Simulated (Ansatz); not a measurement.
SiO$_{2}$ (rutile)

```xyz
6
Lattice="4.1946 0.0000 0.0000 0.0000 4.1946 0.0000 0.0000 0.0000 2.6784" Properties=species:S:1:pos:R:3 pbc="T T T"
Si     0.0000     0.0000     0.0000
Si     2.0973     2.0973     1.3392
O      1.2838     1.2838     0.0000
O      3.3811     0.8135     1.3392
O      0.8135     3.3811     1.3392
O      2.9108     2.9108     0.0000
```

This relaxed cell (volume V₀) is scaled evenly in all directions, its shape held. The atoms relax within the cell's symmetry.

All values below come from PBEsol (plane waves to 420 eV, PAW, scalar-relativistic; Ansatz, an electronic-structure program). k mesh 8×8×13 (Γ-centred), Fermi-Dirac smearing 0.05 eV. Energies are smeared free energies. Stress and pressure are positive under compression. With the shape held, the modulus is that of even scaling; a crystal free to change shape is softer. SiO2 was relaxed with its symmetry unable to fall. The zero of ΔE is the relaxed starting cell.

| V (Å³/atom) | ΔE (meV/atom) |
|---|---|
| 6.598 | 254.9 |
| 6.912 | 132.2 |
| 7.226 | 54.3 |
| 7.540 | 12.6 |
| 7.854 | 0.0 |
| 8.168 | 10.9 |
| 8.483 | 40.7 |
| 8.797 | withheld |
| 9.111 | 142.6 |

**Question.** Fit a third-order Birch-Murnaghan form (E₀, V₀, B₀, B₀′ free) to the given rows and predict ΔE at V = 8.797.

**Answer.** Least squares on the 8 given rows: ΔE = E₀ + (9V₀B₀/16)·y²·[2 + (B₀′ − 4)y], y = (V₀/V)^(2/3) − 1, with V₀ = 7.855 Å³/atom, B₀ = 297.0 GPa (160.2 GPa = 1 eV/Å³; the term in eV is multiplied by 1000), B₀′ = 4.39, E₀ = 0.08 meV/atom; root-mean-square residual 0.08 meV/atom. At 8.797 the fit gives 85.5 meV/atom; the calculation gives 85.6 meV/atom, so the interpolation is off by -0.1 (-0.1 %). For the pressure the fit gives -26.3 GPa against the computed -26.2 GPa.

(Under strain, the slope of the energy per volume gives the stress and its curvature an elastic modulus.)
